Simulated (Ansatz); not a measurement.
## Electric field gradients in BeAu

Level of theory: DFT LDA, scalar-relativistic, plane waves, PAW in Ansatz 0.2.0. Cutoff 420 eV, 8×8×8 k-points (Γ-centred), Fermi-Dirac smearing of 0.15 eV. No spin polarisation.

The cell, relaxed at this level:
```xyz
8
Lattice="4.6206 0.0000 0.0000 0.0000 4.6206 0.0000 0.0000 0.0000 4.6206" Properties=species:S:1:pos:R:3 pbc="T T T"
Be    3.9075    3.9075    3.9075
Be    3.0235    0.7132    1.5971
Be    1.5971    3.0235    0.7132
Be    0.7132    1.5971    3.0235
Au    0.7090    0.7090    0.7090
Au    1.6013    3.9116    3.0193
Au    3.0193    1.6013    3.9116
Au    3.9116    3.0193    1.6013
```

In a metal these results depend on the k mesh and the smearing. Spin–orbit coupling is left out, which matters for gradients at heavy nuclei.

Problem. Give V_zz (10²¹ V/m²) and the asymmetry η at each distinct site.

Solution.
```tsv
atom	V_zz	η
Be (atom 1)	-0.143	0.00
Au (atom 5)	-3.61	0.00
```

Cost: 1 run of about 0.5 core-minutes, on Intel Xeon Processor @ 2.50GHz (Skylake/Cascade Lake) (shared hosts).